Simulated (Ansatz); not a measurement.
Ag (fcc (Cu type), space group No. 225) at seven volumes, PBE in the plane-wave PAW code Ansatz, scaled uniformly. One row is withheld.

```csv
V (Å³/atom),P (GPa)
16.237,11.18
16.772,6.69
17.307,3.01
17.843,-0.01
18.378,?
18.913,-4.43
19.449,-6.02
```

**Question.** Fit the shown pressures and predict the withheld one.

**Answer.** P = (3/2)B₀(x^(7/2) − x^(5/2))[1 + (3/4)(B′ − 4)(x − 1)] with x = (V₀/V)^(2/3). Least squares on the six rows gives V₀ = 17.843 Å³/atom, B₀ = 90.1 GPa, B′ = 5.85. At V = 18.378, x = 0.9805 and P = -2.44 GPa. The run itself gave -2.46 GPa.

Space group Fm-3m (fcc (Cu type)). The cell was relaxed with PBE under the symmetry of its start. No spin polarisation was allowed.

Potentials: the later of the program's two PAW sets.
